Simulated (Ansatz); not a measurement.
Na:
```
Na
1.0
    0.00000     3.78947     3.78947
    3.78947     0.00000     3.78947
    3.78947     3.78947     0.00000
Na
2
Direct
  0.00000   0.00000   0.00000
  0.25000   0.25000   0.25000
```

Relaxed with PBE. Special points in fractions of this cell's reciprocal vectors: Γ (0.000, 0.000, 0.000); X (0.500, 0.000, 0.500); U (0.625, 0.250, 0.625); K (0.375, 0.375, 0.750); L (0.500, 0.500, 0.500); W (0.500, 0.250, 0.750).

**Question.** List the band energies nearest the Fermi level at these points for PBE (plane waves, PAW; program Ansatz).

**Answer.** In eV from the Fermi level; about four levels below and three above (degenerate sets whole), none deeper than 8.9 eV; points with the same levels are listed once.

```
k        below                above
-  -----------  -------------------
Γ        -2.56       4.56 4.56 4.56
X            –  0.02 0.02 2.37 2.37
U            –       0.07 0.35 0.73
L  -0.84 -0.32  3.83 3.83 4.59 4.59
W            –  0.40 0.40 1.04 1.04
```

Space group Fd-3m (diamond). The start of the workflow was typed in or built on a structure type; neither database checked (COD, Materials Project) lists it. It is not the phase usual at ambient conditions (space group No. 229). Symmetry was held in the PBE relaxation; whether a distortion lowers the energy is not shown.

Potentials: the later of the program's two PAW sets.
